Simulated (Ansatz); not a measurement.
Ir (bcc (W type), space group No. 229) at seven volumes, r²SCAN in the plane-wave PAW code Ansatz, scaled uniformly. One row is withheld.

```csv
V (Å³/atom),P (GPa)
13.399,39.97
13.840,24.19
14.282,11.01
14.724,0.00
15.165,?
15.607,-16.82
16.049,-23.16
```

Task: Fit the shown pressures and predict the withheld one.

Result: P = (3/2)B₀(x^(7/2) − x^(5/2))[1 + (3/4)(B′ − 4)(x − 1)] with x = (V₀/V)^(2/3). Least squares on the six rows gives V₀ = 14.724 Å³/atom, B₀ = 334 GPa, B′ = 5.04. At V = 15.165, x = 0.9805 and P = -9.15 GPa. The run itself gave -9.18 GPa.

Space group Im-3m (bcc (W type)). The start of the workflow was typed in or built on a structure type; neither database checked (COD, Materials Project) lists it. It is not the phase usual at ambient conditions (space group No. 225). The r²SCAN relaxation kept the symmetry of its start. At this level the phase is mechanically unstable. No spin polarisation was allowed. Scalar-relativistic: spin–orbit coupling is off unless named, which matters more the heavier the elements.

Potentials: the earlier of the program's two PAW sets.
